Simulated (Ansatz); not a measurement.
input.yaml (Ansatz)

```yaml
crystal:
  lattice:
    - [3.8034939335, 0.0, 0.0]
    - [-1.9017469668, 3.2939223695, 0.0]
    - [0.0, 0.0, 2.3445860039]
  atoms:
    - { symbol: Co, position: [0.0, 0.0, 0.0], spin: 1.577 }
    - { symbol: Co, position: [0.3333333333, 0.6666666667, 0.5], spin: 1.603 }
    - { symbol: Co, position: [0.6666666667, 0.3333333333, 0.5], spin: 1.603 }
hamiltonian:
  xc: lda
  pseudopotentials:
    kind: paw
    azcp:
      Co: "pseudopotentials/Co.paw.azcp"
basis:
  ecutwfc: 420
  fft_grid_basis: typed
kpoints:
  mp_grid: { grid: [11, 11, 15], shift: [0, 0, 0] }
magnetization:
  spin_polarized: true
scf:
  occupations: { method: fermi_dirac, width: 0.05 }
  lower_state_search: "off"
output:
  stress: true
```

Output

```
Warning: the record states the generating functional pbe (its physics header spells it `PBE`), which answers neither for hamiltonian.xc's functional nor for the lda family's — results may be inconsistent (PPs are generated against a specific XC)
Engine: ansatz 0.2.0, x86_64-unknown-linux-gnu
Pseudopotentials: kind: paw
Pseudopotential: Co, paw, valence charge 17, recommended cutoff 420 eV (normal) 
Functional definition: SPW92
  exchange = slater_x
  correlation = pw_c
Crystal: 3 atoms, lattice volume = 29.374 Å³
Basis set: ecut = 420 eV, 583 PW (Γ)
Bands: 34, of which v1, the nominal top of the filled ones, is band 26 counted from 1 (25 counted from 0)
Symmetry: 24 space group operations
Space group: P6/mmm (ITA 191), of the structure as read, at distance tolerance 3.1e-5 Å
Magnetic group: BNS 191.233 (UNI 1463), of the structure as read, at distance tolerance 3.1e-5 Å
k-points: 128 of 1815
Non-local potential: Co, projectors of the file, l = 0: 3, l = 1: 2, l = 2: 3, l = 3: 1
PAW form: soft (Blöchl's): semilocal exchange-correlation on the pseudo side does not see the compensation charge
PAW frozen core: Co, regenerated for the run's functional, and the local potential with it (the file was generated under x = pbe(κ = 0.804, μ = 0.2195149727645171), c = pbe(β = 0.06672455060314922))
PAW one-centre angular grid: Co, 590 points (default); XC on 64 Gauss nodes
Initial density: superposition of atomic densities (chi_scale 0.1, normalization cell)
Starting moments: Σ|m| = 4.783 μB on 3 of 3 sites
Initial wavefunctions: pseudopotential atomic-orbital guess
Functional: x = slater, c = lda
iter 1 solved again at ethr=2.08e-3 eV; its pass at ethr=3.10e-3 eV (dr2=1.06e0 eV) is discarded
SCF iter   1: F=—  HF=-15188.018196 eV  |F-HF|=—  |Δ(HF+E_count)|=         —  Δρ=6.85e-2 (↑2.36e-2 ↓6.85e-2)  dr2=1.07e0  dr2_m=2.50e-1  M=4.349 μB ∫|m|=4.413 μB  β_m=0.30  ethr=2.08e-3  ⟨swp⟩=1.2  Hψ=40592  notcnv=0
SCF iter   2: F=—  HF=-15187.923522 eV  |F-HF|=—  |Δ(HF+E_count)|=   9.47e-2  Δρ=4.22e-2 (↑2.00e-2 ↓4.22e-2)  dr2=4.08e-1  dr2_m=1.60e-1  M=4.370 μB ∫|m|=4.465 μB  β_m=0.30  ethr=2.08e-3  ⟨swp⟩=2.1  Hψ=12175  notcnv=0
SCF iter   3: F=—  HF=-15188.204196 eV  |F-HF|=—  |Δ(HF+E_count)|=   2.81e-1  Δρ=1.20e-1 (↑5.45e-2 ↓1.20e-1)  dr2=7.45e0  dr2_m=4.01e-1  M=4.371 μB ∫|m|=4.495 μB  β_m=0.30  ethr=8.00e-4  ⟨swp⟩=2.9  Hψ=16502  notcnv=0  defer=244
SCF iter   4: F=—  HF=-15187.925346 eV  |F-HF|=—  |Δ(HF+E_count)|=   2.79e-1  Δρ=1.86e-2 (↑1.55e-2 ↓1.86e-2)  dr2=1.23e-2  dr2_m=7.48e-2  M=4.395 μB ∫|m|=4.539 μB  β_m=1.00  ethr=8.00e-4  ⟨swp⟩=2.4  Hψ=12852  notcnv=0  defer=331
SCF iter   5: F=—  HF=-15187.924287 eV  |F-HF|=—  |Δ(HF+E_count)|=   1.06e-3  Δρ=9.32e-3 (↑5.47e-3 ↓9.32e-3)  dr2=3.22e-2  dr2_m=6.02e-3  M=4.388 μB ∫|m|=4.584 μB  β_m=0.30  ethr=2.41e-5  ⟨swp⟩=2.1  Hψ=18609  notcnv=0  defer=328
SCF iter   6: F=—  HF=-15187.941224 eV  |F-HF|=—  |Δ(HF+E_count)|=   1.69e-2  Δρ=4.89e-3 (↑4.84e-3 ↓4.89e-3)  dr2=6.94e-3  dr2_m=4.23e-3  M=4.406 μB ∫|m|=4.608 μB  β_m=0.30  ethr=2.41e-5  ⟨swp⟩=1.6  Hψ=9024  notcnv=0  defer=328
SCF iter   7: F=—  HF=-15187.950636 eV  |F-HF|=—  |Δ(HF+E_count)|=   9.41e-3  Δρ=4.06e-3 (↑4.06e-3 ↓3.43e-3)  dr2=1.02e-3  dr2_m=3.51e-3  M=4.420 μB ∫|m|=4.627 μB  β_m=1.00  ethr=1.36e-5  ⟨swp⟩=1.8  Hψ=9246  notcnv=0  defer=328
SCF iter   8: F=—  HF=-15187.952311 eV  |F-HF|=—  |Δ(HF+E_count)|=   1.68e-3  Δρ=1.46e-3 (↑1.20e-3 ↓1.46e-3)  dr2=3.37e-4  dr2_m=3.88e-4  M=4.433 μB ∫|m|=4.647 μB  β_m=1.00  ethr=2.00e-6  ⟨swp⟩=2.3  Hψ=11655  notcnv=0  defer=328
SCF iter   9: F=—  HF=-15187.955028 eV  |F-HF|=—  |Δ(HF+E_count)|=   2.72e-3  Δρ=9.79e-4 (↑7.06e-4 ↓9.79e-4)  dr2=3.48e-5  dr2_m=1.81e-4  M=4.444 μB ∫|m|=4.662 μB  β_m=0.30  ethr=6.61e-7  ⟨swp⟩=2.2  Hψ=13142  notcnv=0  defer=328
Mixer restart at iter 9: flushing history
spin-set hold released at iteration 9 (site moments contracting): the magnetisation degrees of freedom join the quasi-Newton model from the next iteration; the mixer history was flushed
SCF iter  10: F=—  HF=-15187.957266 eV  |F-HF|=—  |Δ(HF+E_count)|=   2.24e-3  Δρ=1.77e-3 (↑1.03e-3 ↓1.77e-3)  dr2=5.34e-4  dr2_m=4.21e-4  M=4.451 μB ∫|m|=4.671 μB  β_m=0.65  ethr=6.83e-8  ⟨swp⟩=2.0  Hψ=14936  notcnv=0  defer=328
SCF iter  11: F=—  HF=-15187.964623 eV  |F-HF|=—  |Δ(HF+E_count)|=   7.36e-3  Δρ=1.54e-2 (↑7.22e-3 ↓1.54e-2)  dr2=1.23e-1  dr2_m=5.95e-3  M=4.478 μB ∫|m|=4.703 μB  β_m=0.10  ethr=6.83e-8  ⟨swp⟩=3.0  Hψ=20198  notcnv=0  defer=328  recentre
SCF iter  12: F=—  HF=-15187.958485 eV  |F-HF|=—  |Δ(HF+E_count)|=   6.14e-3  Δρ=1.62e-3 (↑1.11e-3 ↓1.62e-3)  dr2=1.96e-4  dr2_m=4.68e-4  M=4.460 μB ∫|m|=4.682 μB  β_m=0.24  ethr=6.83e-8  ⟨swp⟩=3.0  Hψ=20051  notcnv=0  defer=328
SCF iter  13: F=—  HF=-15187.959815 eV  |F-HF|=—  |Δ(HF+E_count)|=   1.33e-3  Δρ=9.25e-4 (↑9.25e-4 ↓4.83e-4)  dr2=4.31e-5  dr2_m=1.27e-4  M=4.487 μB ∫|m|=4.715 μB  β_m=0.27  ethr=6.83e-8  ⟨swp⟩=2.1  Hψ=15278  notcnv=0  defer=328
SCF iter  14: F=—  HF=-15187.959915 eV  |F-HF|=—  |Δ(HF+E_count)|=   9.91e-5  Δρ=2.54e-4 (↑1.10e-4 ↓2.54e-4)  dr2=7.39e-6  dr2_m=7.25e-6  M=4.501 μB ∫|m|=4.732 μB  β_m=0.27  ethr=6.83e-8  ⟨swp⟩=2.1  Hψ=14392  notcnv=0  defer=328
SCF iter  15: F=—  HF=-15187.959915 eV  |F-HF|=—  |Δ(HF+E_count)|=   3.83e-7  Δρ=2.24e-4 (↑7.19e-5 ↓2.24e-4)  dr2=6.13e-6  dr2_m=5.36e-6  M=4.501 μB ∫|m|=4.731 μB  β_m=0.63  ethr=1.45e-8  ⟨swp⟩=1.1  Hψ=8509  notcnv=0  defer=328
SCF iter  16: F=—  HF=-15187.959916 eV  |F-HF|=—  |Δ(HF+E_count)|=   1.38e-6  Δρ=1.95e-4 (↑5.57e-5 ↓1.95e-4)  dr2=1.46e-5  dr2_m=1.55e-6  M=4.501 μB ∫|m|=4.731 μB  β_m=0.72  ethr=1.20e-8  ⟨swp⟩=1.0  Hψ=8383  notcnv=0  defer=328
SCF iter  17: F=—  HF=-15187.959916 eV  |F-HF|=—  |Δ(HF+E_count)|=   5.88e-7  Δρ=3.62e-5 (↑6.99e-6 ↓3.62e-5)  dr2=4.49e-7  dr2_m=7.32e-8  M=4.501 μB ∫|m|=4.731 μB  β_m=0.86  ethr=1.20e-8  ⟨swp⟩=1.0  Hψ=8376  notcnv=0  defer=328
SCF iter  18: F=-15187.959916 eV  HF=-15187.959916 eV  |F-HF|=1.50e-8  |Δ(HF+E_count)|=   1.27e-8  Δρ=6.31e-6 (↑2.98e-6 ↓6.31e-6)  dr2=1.52e-8  dr2_m=8.59e-10  M=4.501 μB ∫|m|=4.732 μB  ethr=1.96e-10  ⟨swp⟩=2.5  Hψ=25964  notcnv=0
SCF 1 converged in 18 iterations: F = -15187.959916 eV  dr2 = 1.52e-8
SCF converged after 18 iterations
Magnetization: 4.5008 μB (27.7504 up, 23.2496 down)
Absolute magnetization: 4.7328 μB (∫|ρ↑−ρ↓|, with the PAW one-centre terms)
Spin contamination: 0.0405 ħ² per cell (⟨S²⟩ above its minimum at these occupations)
Per-site moments (μB) at R_I (Å): [(1.5515908377211987, 0.96714172660875), (1.5152834339471069, 0.9058286516195124), (1.5152834339471066, 0.9058286516195124)]
Free energy (F): -15187.959916 eV
Harris-Foulkes:  -15187.959916 eV  (|F-HF|=1.50e-8)
Internal energy: -15187.938280 eV  (E = F + TS)
E sigma→0 (E₀):  -15187.949098 eV
Entropy (-TS):   -0.021635 eV (-7.212 meV/atom)
Fermi energy:    20.777267 eV
--- Per-component energies (eV) ---
  E_band       = -625.855695
  E_kinetic    = 1372.619432
  E_local      = -8097.929477  (includes V_loc(G=0)·N_el)
  E_nonlocal   = 1380.097402
  E_hartree    = 3405.108448
  E_xc         = -476.513893
  E_vxc        = -618.673611  (∫ρ·V_xc dr)
  E_paw        = -4359.876446  (= ΣΔE_a)
  E_vpaw       = -1472.180037  (= ΣTr[D̂ρ^β])
  E_aug_tail   = 0.000083  (compensation charges beyond the density's cutoff)
  E_ewald      = -8412.698582
  E_core_change = 1.254752  (= ΣΔE_core)
  E_smearing   = -0.021635  (= −TS)
  E_closure    = -0.000000  (closes the sum)
  Σ components = -15187.959916   (vs F -15187.959916, Δ=0.00e0)
--- Stress (GPa, compression-positive) ---
       11.693988       0.000000      -0.000000
        0.000000      11.693988       0.000000
       -0.000000       0.000000       9.722733
  P = ⅓ Tr σ = 11.0369 GPa (110.369 kbar)
```
